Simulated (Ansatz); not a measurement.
An Ansatz (a quantum-chemistry and plane-wave program) run. Input:

Ansatz 0.2 input:
```yaml
crystal:
  lattice:
    - [-1.9295424567, 1.9295424567, 3.2474951945]
    - [1.9295424567, -1.9295424567, 3.2474951945]
    - [1.9295424567, 1.9295424567, -3.2474951945]
  atoms:
    - { symbol: La, position: [0.0, 0.0, 0.0] }
    - { symbol: C, position: [0.4010865536, 0.4010865536, 0.0] }
    - { symbol: C, position: [0.5989134464, 0.5989134464, 0.0] }
kpoints:
  mp_grid: { grid: [15, 15, 15] }
hamiltonian:
  xc: lda
  pseudopotentials: { kind: paw }
scf:
  occupations: { method: fermi_dirac, width: 0.1 }
phonons:
  method: dfpt
  response_accuracy: low
  eigenvectors: true
  rigid_motions: translations
```

Output (shortened):

```
zone centre: on kpoints.mp_grid the ground state, and the responses unless they are solved on pairs of k-points, stand on 512 of the mesh's 3375 k-points, …
Pseudopotentials: kind: paw
Pseudopotential: La, paw, valence charge 11
Pseudopotential: C, paw, valence charge 4
Functional definition: SPW92
Crystal: 3 atoms, lattice volume = 48.363 Å³
Basis set: ecut = 420 eV, 943 PW (Γ), exchange–correlation on 60×60×60 points (8 copies of the dense FFT grid, shifted against one another)
Bands: 14, of which v1, the nominal top of the filled ones, is band 10 counted from 1 (9 counted from 0)
Symmetry: 16 space group operations
k-points: 512 of 3375 (irreducible under 4 space group operations, time reversal used)
PAW frozen core: La, regenerated for the run's functional, and the local potential with it
PAW frozen core: C, regenerated for the run's functional, and the local potential with it
Initial wavefunctions: pseudopotential atomic-orbital guess
Eigensolver: davidson
Functional: x = slater, c = lda
SCF iter   1: F=—  HF=-6562.446428 eV  |F-HF|=—  |Δ(HF+E_count)|=         —  Δρ=5.59e-3  dr2=1.34e-2  ethr=1.77e-3  ⟨swp⟩=4.1  Hψ=33081  notcnv=0
all-band conjugate gradients solve this SCF's bands
preconditioner: auto → Kerker (q_TF=auto, 2.335 Å⁻¹)
SCF iter   2: F=—  HF=-6562.442421 eV  |F-HF|=—  |Δ(HF+E_count)|=   4.01e-3  Δρ=2.88e-3  dr2=2.96e-3  ethr=7.03e-5  ⟨swp⟩=2.4  Hψ=18023  notcnv=0
SCF iter   3: F=—  HF=-6562.441669 eV  |F-HF|=—  |Δ(HF+E_count)|=   7.52e-4  Δρ=6.32e-4  dr2=2.08e-4  ethr=1.56e-5  ⟨swp⟩=2.8  Hψ=10360  notcnv=0
SCF iter   4: F=—  HF=-6562.441629 eV  |F-HF|=—  |Δ(HF+E_count)|=   4.03e-5  Δρ=1.34e-4  dr2=1.01e-5  ethr=1.10e-6  ⟨swp⟩=2.2  Hψ=10053  notcnv=0
SCF iter   5: F=—  HF=-6562.441628 eV  |F-HF|=—  |Δ(HF+E_count)|=   1.26e-6  Δρ=2.43e-5  dr2=2.67e-7  ethr=5.34e-8  ⟨swp⟩=2.5  Hψ=12396  notcnv=0
SCF iter   6: F=—  HF=-6562.441628 eV  |F-HF|=—  |Δ(HF+E_count)|=   3.27e-7  Δρ=4.07e-6  dr2=9.12e-9  ethr=1.41e-9  ⟨swp⟩=2.5  Hψ=10756  notcnv=0
SCF iter   7: F=—  HF=-6562.441628 eV  |F-HF|=—  |Δ(HF+E_count)|=  3.28e-10  Δρ=9.14e-7  dr2=4.36e-10  ethr=4.80e-11  ⟨swp⟩=2.0  Hψ=9768  notcnv=0
SCF iter   8: F=—  HF=-6562.441628 eV  |F-HF|=—  |Δ(HF+E_count)|=  4.27e-11  Δρ=2.35e-7  dr2=3.33e-11  ethr=2.30e-12  ⟨swp⟩=2.2  Hψ=12089  notcnv=0
SCF iter   9: F=-6562.441628 eV  HF=-6562.441628 eV  |F-HF|=1.82e-12  |Δ(HF+E_count)|=  9.09e-13  Δρ=4.29e-8  dr2=1.04e-12  ethr=1.00e-12  ⟨swp⟩=6.7  Hψ=34988  notcnv=0
SCF 1 converged in 9 iterations: F = -6562.441628 eV  dr2 = 1.04e-12
DFPT response loops at Γ: preconditioner auto → Kerker (q_TF=auto, 2.335 Å⁻¹) (partly filled bands, converged f_vac=0.000) …
SCF converged after 9 iterations
Free energy (F): -6562.441628 eV
Harris-Foulkes:  -6562.441628 eV  (|F-HF|=1.82e-12)
Internal energy: -6562.408981 eV  (E = F + TS)
E sigma→0 (E₀):  -6562.425305 eV
Entropy (-TS):   -0.032646 eV (-10.882 meV/atom)
Fermi energy:    10.697661 eV
--- Per-component energies (eV) ---
  E_band       = -19.548565
  E_kinetic    = 367.853601
  E_local      = -492.497106  (includes V_loc(G=0)·N_el)
  E_nonlocal   = 157.822007
  E_hartree    = 147.094422
  E_xc         = -233.122114
  E_vxc        = -265.134566  (∫ρ·V_xc dr)
  E_paw        = -5427.176077  (= ΣΔE_a)
  E_vpaw       = -81.781350  (= ΣTr[D̂ρ^β])
  E_aug_tail   = 0.000017  (compensation charges beyond the density's cutoff)
  E_ewald      = -1082.832111
  E_core_change = 0.448381  (= ΣΔE_core)
  E_smearing   = -0.032646  (= −TS)
  E_closure    =  0.000000  (closes the sum)
  Σ components = -6562.441628   (vs F -6562.441628, Δ=0.00e0)
  [band-id]    e_kinetic+e_local+e_nonlocal+2·e_hartree+e_vxc+e_vpaw+e_augmentation_tail = -19.548555   (vs E_band -19.548565, Δ=1.05e-5)
--- Band table (eV; the first three rows and the last of 512) ---
  k-point 0: bands = ["-21.5213", "-4.9804", "-4.9804", "-4.8559", "-3.9267", "5.8483", "5.9782", "7.5559", "7.5559", "10.6026", "10.6026", "11.2397", "12.7380", "13.4248"]
  k-point 1: bands = ["-21.5145", "-5.2123", "-5.0064", "-4.8668", "-3.6619", "5.8635", "5.9329", "7.2809", "7.5338", "10.4269", "10.8036", "11.4219", "12.8348", "13.4416"]
  k-point 2: bands = ["-21.4953", "-5.5847", "-5.0792", "-4.8979", "-3.2275", "5.8350", "5.8655", "6.7935", "7.4963", "10.0161", "11.3368", "11.8944", "13.0275", "13.3453"]
  k-point 511: bands = ["-21.4416", "-5.7227", "-5.2889", "-5.1634", "-3.7295", "5.5801", "7.2928", "7.3386", "8.1001", "10.0627", "13.1545", "13.1844", "13.2388", "13.2438"]
  band table: 14 of 14 bands, residual norms ≤ 1.0e-3 eV
--- Phonons (Γ-DFPT): 4 representative perturbations + reference, on 512 of 3375 k-points (Σ response iterations 11) ---
  k mesh reduced under 4 symmetry operations, with k and −k counted as one. Each operation leaves every solved displacement unchanged or reverses it
  ASR residual: 1.529e-4 → 0.000e0 eV/Å²; symmetrization residual: 2.163e-6 eV/Å²
  ASR residual per site (eV/Å²): 1.53e-4 1.09e-4 1.09e-4
  Γ frequencies (cm⁻¹): 0.00 0.00 0.00 297.07 297.07 344.31 360.92 360.92 1686.86
  non-analytic LO–TO correction: not included (Born effective charges unavailable; polar crystals: no LO–TO splitting at Γ)
```

Cost: around 90 core-seconds (rough) on shared cores.

Space group I4/mmm (MoSi2 or CaC2 type). The first step of the workflow began from a Materials Project structure, measured or hypothetical; the Crystallography Open Database files this formula in space group No. 139, but the cells were not matched. Whether it is the stable phase at ambient conditions was not checked. Symmetry was held in the LDA relaxation; its stability against distortions is not shown here. As this level gives no gap, phonon frequencies hold no LO–TO term and depend on the k-mesh and smearing (Fermi–Dirac, 0.1 eV here). Scalar-relativistic: spin–orbit coupling is off unless named, which matters more the heavier the elements.

Potentials: the later of the program's two PAW sets.

Ansatz is a plane-wave DFT program.
